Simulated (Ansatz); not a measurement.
Relaxation of a relaxed ScAlCO cell with every coordinate shifted by Gaussian noise of σ = 0.2 Å; 8 atoms in the cell, which starts as P1 (No. 1), aP8; a = 3.2442 Å, b = 3.2442 Å, c = 10.1775 Å, α = 90.00°, β = 90.00°, γ = 120.00°. Calculation: r2SCAN (plane waves to 500 eV, PAW, scalar-relativistic; Ansatz, a quantum-chemistry and plane-wave program). Γ-centred k-mesh 8×8×3 on the run's cell (coarser than for final values), Fermi–Dirac smearing 0.05 eV. This is the first round of the run. 

The optimiser's lines from the output (shortened; P is positive under compression):

```
relax step   1: F+E_penalty+E_count = -7009.26387993 eV  Δ(F+E_penalty+E_count) = +0.000e0 eV  max|allowed force component| = 7.014e0 eV/Å  Δτ_max = 0.0000 Å  P = +14.062 GPa  Ω = 92.768 Å³  (8 SCF iters, dr2 threshold 1.00e-7 eV, accepted)
relax step   2: F+E_penalty+E_count = -7011.36339436 eV  Δ(F+E_penalty+E_count) = -2.100e0 eV  max|allowed force component| = 3.699e0 eV/Å  Δτ_max = 0.1947 Å  P = +5.304 GPa  Ω = 93.171 Å³  (8 SCF iters, dr2 threshold 8.00e-7 eV, accepted)
relax step   3: F+E_penalty+E_count = -7012.57207130 eV  Δ(F+E_penalty+E_count) = -1.209e0 eV  max|allowed force component| = 1.330e0 eV/Å  Δτ_max = 0.1980 Å  P = +1.415 GPa  Ω = 92.518 Å³  (8 SCF iters, dr2 threshold 8.00e-7 eV, accepted)
relax step   4: F+E_penalty+E_count = -7012.76190275 eV  Δ(F+E_penalty+E_count) = -1.898e-1 eV  max|allowed force component| = 6.672e-1 eV/Å  Δτ_max = 0.1317 Å  P = +0.760 GPa  Ω = 92.371 Å³  (7 SCF iters, dr2 threshold 8.00e-7 eV, accepted)
relax step   5: F+E_penalty+E_count = -7012.78389566 eV  Δ(F+E_penalty+E_count) = -2.199e-2 eV  max|allowed force component| = 4.412e-2 eV/Å  Δτ_max = 0.0268 Å  P = +0.372 GPa  Ω = 92.577 Å³  (6 SCF iters, dr2 threshold 8.00e-7 eV, accepted)
relax step   6: F+E_penalty+E_count = -7012.78420778 eV  Δ(F+E_penalty+E_count) = -3.121e-4 eV  max|allowed force component| = 1.275e-2 eV/Å  Δτ_max = 0.0025 Å  P = -0.076 GPa  Ω = 92.808 Å³  (5 SCF iters, dr2 threshold 8.00e-7 eV, accepted)
relax step   7: F+E_penalty+E_count = -7012.78425500 eV  Δ(F+E_penalty+E_count) = -4.723e-5 eV  max|allowed force component| = 1.356e-3 eV/Å  Δτ_max = 0.0006 Å  P = +0.001 GPa  Ω = 92.769 Å³  (5 SCF iters, dr2 threshold 5.84e-8 eV, accepted)
relax step   8: F+E_penalty+E_count = -7012.78425501 eV  Δ(F+E_penalty+E_count) = -1.893e-9 eV  max|allowed force component| = 1.357e-3 eV/Å  Δτ_max = 0.0000 Å  P = -0.002 GPa  Ω = 92.769 Å³  stress off target by 3.45e-3 GPa  SCF on the basis re-selected at this cell (its energy is not comparable with the rows above)  (6 SCF iters)
```

From the first to the last row the energy changes by -0.44 eV/atom and the volume by 0.0 %. The last row is marked as not comparable with the walk above it, whose basis was carried along; it does compare with step 1, since both stand on a basis selected at the nominal cutoff for their own cell.

Later rounds, restarted from the end of this one on a renewed k-mesh, logged 2 more steps and released under 1 meV/atom more. The final structure after all rounds: P6₃mc (No. 186), hP8; a = b = 3.2443 Å, c = 10.1774 Å, α = β = 90.00°, γ = 120.00°. No spin polarisation in the result.

The cell that was disturbed is our relaxation of an entry of Materials Project.
